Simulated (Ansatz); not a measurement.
Si3Ge:
```yaml
crystal:
  lattice:
    - [3.88587, 0.00000, 0.00000]
    - [0.00000, 3.88587, 0.00000]
    - [0.00000, 0.00000, 5.48828]
  atoms:
    - { symbol: Si, position: [0.50000, 0.00000, 0.75485] }
    - { symbol: Si, position: [0.00000, 0.00000, 0.00000] }
    - { symbol: Si, position: [0.00000, 0.50000, 0.24515] }
    - { symbol: Ge, position: [0.50000, 0.50000, 0.50000] }
```

Relaxed with r²SCAN.

Task: Map the electron localisation function on the plane through (0.000, 0.500, 0.245) spanned by u = [1, 0, 0] and v = [0, 0, 1] in lattice vectors, from r²SCAN (plane waves, PAW; program Ansatz).

Result: x is the fraction of u, y of v (the angle between them is 90°; rows are the nearest grid lines); atoms in the plane: Si at (0.00, 0.00), Ge at (0.50, 0.25).
```
|64357886544568875346|
|43246665333356664234|
|33345543211234554333|
|66654321000012345666|
|66654210000001245666|
|65542100000000124556|
|44321000000000012344|
|22110000000000001122|
|11000000000000000011|
|00000000011000000000|
|00000001222210000000|
|00000122344322100000|
|00001234455443210000|
|00002344555544320000|
|00012344444444321000|
|11234443211234443211|
|23455442111124455432|
|44666542177124566644|
|66787642122124678766|
|77899753111135799877|
|67999875322357899976|
|34799997555579999743|
|44579987655678997544|
|64357886544568875346|
```
Scale: ten equal steps from 0.011 (start of '0') to 0.918 (end of '9'), in the order '0123456789'; x runs from 0.000 to 1.00, y from 0.000 (bottom) to 1.00 (top).

The density is the valence pseudo-density with augmentation charge, so density and ELF within about 1 Å of a nucleus are not all-electron values.

Space group P-4m2. The start of the workflow was typed in or built on a structure type; neither database checked (COD, Materials Project) lists it. Whether it is the stable phase at ambient conditions was not checked. The cell was relaxed with r²SCAN under the symmetry of its start; whether a distortion lowers the energy is not shown.

Potentials: the earlier of the program's two PAW sets.
